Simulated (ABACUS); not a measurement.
A self-consistent single point of Ti3Al (P6_3/mmc, 8 atoms in the cell; from Materials Project mp-1823, changed as shown) with ABACUS.

All values come from this method and carry its errors: PBE, PseudoDojo 0.5 standard norm-conserving PBE (tails mended) pseudopotentials (plane waves; ABACUS).

The change in words: volume scaled by 1.01. Reference geometry (P6_3/mmc):
```
Ti3Al
1.0
    5.74770     0.00000     0.00000
   -2.87385     4.97765     0.00000
    0.00000     0.00000     4.63055
Ti Al
6 2
Direct
  0.82990   0.65980   0.25000
  0.17010   0.34020   0.75000
  0.17010   0.82990   0.75000
  0.82990   0.17010   0.25000
  0.34020   0.17010   0.25000
  0.65980   0.82990   0.75000
  0.33333   0.66667   0.25000
  0.66667   0.33333   0.75000
```

Reference input (self-consistent single point, DFT, PBE, plane waves, PseudoDojo 0.5 standard norm-conserving PBE (tails mended) pseudopotentials): KPT = MP 3 3 3 0 0 0; basis_type = pw; ecutwfc = 84 Ry; smearing_method = mp; smearing_sigma = 0.00999582 Ry; potentials = PseudoDojo 0.5 standard norm-conserving PBE (tails mended); symmetry = 1; symmetry_prec = 1e-05; ks_solver = dav_subspace; scf_nmax = 100; scf_thr = 1.0e-09 Ry; mixing_type = broyden. This run's input differs from it in these lines:

```diff
@@ -28,5 +28,5 @@
 LATTICE_VECTORS
-   5.7477000000    0.0000000000    0.0000000000
-  -2.8738500000    4.9776540000    0.0000000000
-   0.0000000000    0.0000000000    4.6305500000
+   5.7667940000    0.0000000000    0.0000000000
+  -2.8833970000    4.9941900000    0.0000000000
+   0.0000000000    0.0000000000    4.6459330000
```

Output, abridged:

```
 SELF-CONSISTENT
 -------------------------------------------
                                 init_chg = atomic

 PW ALGORITHM --------------- ION=   1  ELEC=   1--------------------------------

 Notice: Threshold on eigenvalues was too large.

 Density error is 0.247590740451
                          Error Threshold = 0.000347307249366
 E_KohnSham     -721.6737657534      -9818.8753113641
 E_Fermi        0.9219884728         12.5442967205

 PW ALGORITHM --------------- ION=   1  ELEC=   2--------------------------------

 Density error is 0.0278214797138
                          Error Threshold = 0.00031742402622
   [... lines left out ...]

 Density error is 1.22262126877e-09
                          Error Threshold = 8.87753755756e-12
 E_KohnSham     -721.7022715604      -9819.2631527646
 E_Fermi        0.8895668562         12.1031779957

 PW ALGORITHM --------------- ION=   1  ELEC=  11--------------------------------

 Density error is 6.92868625762e-11
                          Error Threshold = 1.56746316509e-12
 E_KohnSham     -721.7022715604      -9819.2631527648
 E_KS(sigma->0) -721.7026870800      -9819.2688061987
 E_entropy(-TS) 0.0012465587         0.0169603016
 E_Fermi        0.8895683583         12.1031984336
 charge density convergence is achieved
 final etot is -9819.2631528 eV
 EFERMI = 12.103198434 eV

 STATE ENERGY(eV) AND OCCUPATIONS    NSPIN == 1
   [... 46 lines left out ...]

 TOTAL-FORCE (eV/Angstrom)
                       Ti1         0.0000000000        -0.0594617652         0.0000000000
                       Ti2         0.0000000000         0.0594617652         0.0000000000
                       Ti3         0.0514954002        -0.0297308826         0.0000000000
                       Ti4        -0.0514954002         0.0297308826         0.0000000000
                       Ti5         0.0514954002         0.0297308826         0.0000000000
                       Ti6        -0.0514954002        -0.0297308826         0.0000000000
                       Al1         0.0000000000         0.0000000000         0.0000000000
   [... lines left out ...]

 TOTAL-STRESS (KBAR)
         0.6408894506         0.0000000000         0.0000000000
        -0.0000000000         0.6408894769        -0.0000000000
         0.0000000000        -0.0000000000        -8.1292100849
 TOTAL-PRESSURE: -2.282477 KBAR

 --------------------------------------------
 !FINAL_ETOT_IS -9819.2631527648427436 eV
 --------------------------------------------
```

The run converged in 11 iterations. Against the reference run the free energy is nearly the same (within 1 meV/atom), the pressure goes from 0.93 to -0.23 GPa and the largest force moves little (0.061 to 0.059 eV/Å).

The structure comes from a collection of computed structures, made at another level of theory; the collection holds predicted forms beside known ones. No clean gap shows at this smearing width and mesh (spacing up to 0.45 Å⁻¹); the mesh is coarse for partly filled bands, so the values carry mesh errors.

Cost on one core: roughly 100 core-seconds.

“Tails mended”: in these copies of the files the far tail of each local potential was reset to the Coulomb form.
